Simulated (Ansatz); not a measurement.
Input file for Ansatz (a program for electronic structure):

Ansatz 0.2 input:
```yaml
crystal:
  lattice:
    - [4.974512437, 0.0, 0.0]
    - [-2.4872562185, 4.3080541419, 0.0]
    - [0.0, 0.0, 6.7359230694]
  atoms:
    - { symbol: Ta, position: [0.5, 0.0, 0.5] }
    - { symbol: Ta, position: [0.5, 0.5, 0.8333333333] }
    - { symbol: Ta, position: [0.0, 0.5, 0.1666666667] }
    - { symbol: Ge, position: [0.1635944058, 0.3271888116, 0.5] }
    - { symbol: Ge, position: [0.8364055942, 0.1635944058, 0.8333333333] }
    - { symbol: Ge, position: [0.6728111884, 0.8364055942, 0.1666666667] }
    - { symbol: Ge, position: [0.8364055942, 0.6728111884, 0.5] }
    - { symbol: Ge, position: [0.1635944058, 0.8364055942, 0.8333333333] }
    - { symbol: Ge, position: [0.3271888116, 0.1635944058, 0.1666666667] }
kpoints:
  mp_grid: { grid: [7, 7, 5] }
  band_path:
    path:
      - [[0.0, 0.0, 0.0], [0.5, 0.0, 0.0], [0.3333333333, 0.3333333333, 0.0], [0.0, 0.0, 0.0], [0.0, 0.0, 0.5], [0.5, 0.0, 0.5], [0.3333333333, 0.3333333333, 0.5], [0.0, 0.0, 0.5]]  # Γ-M-K-Γ-A-L-H-A
      - [[0.5, 0.0, 0.5], [0.5, 0.0, 0.0]]  # L-M
      - [[0.3333333333, 0.3333333333, 0.5], [0.3333333333, 0.3333333333, 0.0]]  # H-K
    npoints: 8
hamiltonian:
  xc: r2scan
  pseudopotentials: { kind: paw }
magnetization: { noncollinear: true, spin_orbit: true }
scf:
  n_extra_bands: 19
  convergence: { dr2_threshold: 0.0000000001 }
  occupations: { method: gaussian, width: 0.05 }
output: { eigenvalues: true }
```

Output (shortened):

```
Pseudopotential: Ta, paw_fr, valence charge 13
Pseudopotential: Ge, paw_fr, valence charge 14
Functional definition: r2SCAN
non-collinear run that drives no moment, with spin-orbit …
Crystal: 9 atoms, lattice volume = 144.354 Å³
Basis set: ecut = 500 eV, 3619 PW (Γ), exchange–correlation on 160×160×200 points (64 copies of the dense FFT grid, shifted against one another)
Bands: 142, of which v1, the nominal top of the filled ones, is band 123 counted from 1 (122 counted from 0)
Symmetry: 12 space group operations + 12 with time reversal
k-points: 24 of 245 (time reversal used)
Projection manifold: j_resolved (fully-relativistic pseudo-atomic orbitals)
SCF iter   1: F=—  HF=-55564.637731 eV  |F-HF|=—  |Δ(HF+E_count)|=         —  Δρ=4.57e-2  dr2=5.49e0  dr2_τ=3.99e-2  dr2_m=0.00e0 (ungated)  ethr=3.10e-3  |M|=0.00e0 ∫|m|=0.00e0 μB  |m|>n=0.0e0 m-floor=0.0e0 τ_xc=0.0e0  β_m=0.30  ⟨swp⟩=5.6  Hψ=15859  notcnv=0  defer=101
preconditioner: auto → Kerker (q_TF=auto, 2.656 Å⁻¹)
spin=Noncollinear: Kerker preconditioning applied to the charge; magnetization (m_x, m_y, m_z) channels mix plain (no charge-response kernel on spin).
SCF iter   2: F=—  HF=-55564.330646 eV  |F-HF|=—  |Δ(HF+E_count)|=   3.07e-1  Δρ=3.37e-2  dr2=2.58e0  dr2_τ=3.24e-3  dr2_m=0.00e0 (ungated)  ethr=3.10e-3  |M|=0.00e0 ∫|m|=0.00e0 μB  |m|>n=0.0e0 m-floor=0.0e0 τ_xc=0.0e0  β_m=0.61  ⟨swp⟩=2.0  Hψ=4068  notcnv=0  defer=314
preconditioner: auto → Resta (q_TF=auto, 2.656 Å⁻¹)
spin=Noncollinear: Resta preconditioning applied to the charge; magnetization (m_x, m_y, m_z) channels mix plain (no charge-response kernel on spin).
SCF iter   3: F=—  HF=-55564.086796 eV  |F-HF|=—  |Δ(HF+E_count)|=   2.44e-1  Δρ=9.56e-3  dr2=2.22e-1  dr2_τ=3.25e-3  dr2_m=0.00e0 (ungated)  ethr=2.10e-3  |M|=0.00e0 ∫|m|=0.00e0 μB  |m|>n=0.0e0 m-floor=0.0e0 τ_xc=0.0e0  β_m=0.64  ⟨swp⟩=2.1  Hψ=3944  notcnv=0  defer=314
SCF iter   4: F=—  HF=-55564.064378 eV  |F-HF|=—  |Δ(HF+E_count)|=   2.24e-2  Δρ=1.95e-3  dr2=6.08e-3  dr2_τ=6.03e-5  dr2_m=0.00e0 (ungated)  ethr=1.81e-4  |M|=0.00e0 ∫|m|=0.00e0 μB  |m|>n=0.0e0 m-floor=0.0e0 τ_xc=0.0e0  β_m=0.73  ⟨swp⟩=2.7  Hψ=5897  notcnv=0  defer=310
SCF iter   5: F=—  HF=-55564.066884 eV  |F-HF|=—  |Δ(HF+E_count)|=   2.51e-3  Δρ=7.39e-4  dr2=7.60e-4  dr2_τ=3.37e-5  dr2_m=0.00e0 (ungated)  ethr=4.95e-6  |M|=0.00e0 ∫|m|=0.00e0 μB  |m|>n=0.0e0 m-floor=0.0e0 τ_xc=0.0e0  β_m=0.77  ⟨swp⟩=2.0  Hψ=5685  notcnv=0  defer=310
SCF iter   6: F=—  HF=-55564.067221 eV  |F-HF|=—  |Δ(HF+E_count)|=   3.36e-4  Δρ=1.80e-4  dr2=4.29e-5  dr2_τ=8.55e-7  dr2_m=0.00e0 (ungated)  ethr=6.18e-7  |M|=0.00e0 ∫|m|=0.00e0 μB  |m|>n=0.0e0 m-floor=0.0e0 τ_xc=0.0e0  β_m=0.89  ⟨swp⟩=3.0  Hψ=6168  notcnv=0  defer=310
SCF iter   7: F=—  HF=-55564.067277 eV  |F-HF|=—  |Δ(HF+E_count)|=   5.62e-5  Δρ=3.21e-5  dr2=1.38e-6  dr2_τ=4.19e-8  dr2_m=0.00e0 (ungated)  ethr=3.49e-8  |M|=0.00e0 ∫|m|=0.00e0 μB  |m|>n=0.0e0 m-floor=0.0e0 τ_xc=0.0e0  β_m=0.94  ⟨swp⟩=2.0  Hψ=5474  notcnv=0  defer=310
SCF iter   8: F=—  HF=-55564.067282 eV  |F-HF|=—  |Δ(HF+E_count)|=   4.83e-6  Δρ=5.52e-6  dr2=4.10e-8  dr2_τ=1.23e-9  dr2_m=0.00e0 (ungated)  ethr=1.12e-9  |M|=0.00e0 ∫|m|=0.00e0 μB  |m|>n=0.0e0 m-floor=0.0e0 τ_xc=0.0e0  β_m=0.97  ⟨swp⟩=2.0  Hψ=4175  notcnv=0  defer=310
SCF iter  10: F=-55564.067282 eV  HF=-55564.067282 eV  |F-HF|=4.37e-11  |Δ(HF+E_count)|=   1.03e-9  Δρ=1.83e-7  dr2=4.02e-11  dr2_τ=3.96e-13  dr2_m=0.00e0 (ungated)  ethr=1.00e-12  |M|=0.00e0 ∫|m|=0.00e0 μB  |m|>n=0.0e0 m-floor=0.0e0 τ_xc=0.0e0  ⟨swp⟩=10.5  Hψ=11334  notcnv=0
SCF 1 converged in 10 iterations: F = -55564.067282 eV  dr2 = 4.02e-11
NSCF: frozen V_eff on 75 k-points
SCF converged after 10 iterations
Magnetization: |M| = 0.0000 μB,  M = (+0.0000, +0.0000, +0.0000) μB
Absolute magnetization: 0.0000 μB (∫|m|)
  site 0: m = (+0.0000, +0.0000, +0.0000) μB, |m| = 0.0000 μB  (R = 1.10 Å)
  site 1: m = (+0.0000, +0.0000, +0.0000) μB, |m| = 0.0000 μB  (R = 1.10 Å)
  site 2: m = (+0.0000, +0.0000, +0.0000) μB, |m| = 0.0000 μB  (R = 1.10 Å)
  site 3: m = (+0.0000, +0.0000, +0.0000) μB, |m| = 0.0000 μB  (R = 1.09 Å)
  site 4: m = (+0.0000, +0.0000, +0.0000) μB, |m| = 0.0000 μB  (R = 1.09 Å)
  site 5: m = (+0.0000, +0.0000, +0.0000) μB, |m| = 0.0000 μB  (R = 1.09 Å)
  site 6: m = (+0.0000, +0.0000, +0.0000) μB, |m| = 0.0000 μB  (R = 1.09 Å)
  site 7: m = (+0.0000, +0.0000, +0.0000) μB, |m| = 0.0000 μB  (R = 1.09 Å)
  site 8: m = (+0.0000, +0.0000, +0.0000) μB, |m| = 0.0000 μB  (R = 1.09 Å)
Free energy (F): -55564.067282 eV
Harris-Foulkes:  -55564.067282 eV  (|F-HF|=4.37e-11)
Internal energy: -55564.061509 eV  (E = F + TS)
E sigma→0 (E₀):  -55564.064396 eV
Entropy (-TS):   -0.005773 eV (-0.641 meV/atom)
Fermi energy:    16.474151 eV
--- Per-component energies (eV) ---
  E_band       = -779.604654
  E_kinetic    = 1778.257840
  E_local      = -13512.643317  (includes V_loc(G=0)·N_el)
  E_nonlocal   = 2555.683950
  E_hartree    = 5870.470561
  E_xc         = -1034.395103
  E_vxc        = -1084.210941  (∫ρ·V_xc dr)
  E_paw        = -37377.623400  (= ΣΔE_a)
  E_vpaw       = -2314.690087  (= ΣTr[D̂ρ^β])
  E_aug_tail   = 0.000330  (compensation charges beyond the density's cutoff)
  E_vtau       = 57.056691  (kinetic-family band-sum trace: ∫τ·v_τ [+ j·A + Jᵃ·Aᵃ] dr)
  E_ewald      = -13835.040904
  E_core_change = -8.771468  (= ΣΔE_core)
  E_smearing   = -0.005773  (= −TS)
  E_closure    =  0.000000  (closes the sum)
  Σ components = -55564.067282   (vs F -55564.067282, Δ=0.00e0)
  [band-id]    e_kinetic+e_local+e_nonlocal+2·e_hartree+e_vxc+e_vpaw+e_augmentation_tail+e_vtau = -779.604412   (vs E_band -779.604654, Δ=2.42e-4)
--- Band table (eV; the first three rows and the last of 24) ---
  k-point 0: bands = ["-53.4561", "-53.4561", "-53.4454", "-53.4454", "-53.4454", "-53.4454", "-25.7234", "-25.7234", "-25.7231", "-25.7231", "-25.6792", "-25.6792", "-17.1710", "-17.1710", "-17.1528", "-17.1528", "-17.1033", "-17.1033", "-17.0699", …
  k-point 1: bands = ["-53.4555", "-53.4555", "-53.4482", "-53.4482", "-53.4433", "-53.4433", "-25.7319", "-25.7316", "-25.7122", "-25.7120", "-25.6820", "-25.6818", "-17.1830", "-17.1706", "-17.1522", "-17.1306", "-17.1123", "-17.0955", "-17.0742", …
  k-point 2: bands = ["-53.4537", "-53.4537", "-53.4512", "-53.4512", "-53.4421", "-53.4421", "-25.7364", "-25.7363", "-25.7001", "-25.7001", "-25.6895", "-25.6892", "-17.1863", "-17.1819", "-17.1330", "-17.1208", "-17.1089", "-17.0957", "-17.0689", …
  k-point 23: bands = ["-53.4524", "-53.4524", "-53.4484", "-53.4484", "-53.4461", "-53.4461", "-25.7206", "-25.7202", "-25.7117", "-25.7113", "-25.6959", "-25.6957", "-17.1769", "-17.1588", "-17.1460", "-17.1409", "-17.1273", "-17.1094", "-17.0822", …
```

Cost: around 6 core-minutes (rough) on shared cores.

Space group P6_222. The workflow started from a Materials Project entry (that database holds measured and hypothetical structures alike); the Crystallography Open Database files this formula in space group No. 180, but the cells were not matched. Whether it is the stable phase at ambient conditions was not checked. Symmetry was held in the r²SCAN relaxation; its stability against distortions is not shown here. No spin polarisation was allowed.

Potentials: the later of the program's two PAW sets.

Ansatz is a plane-wave DFT program.
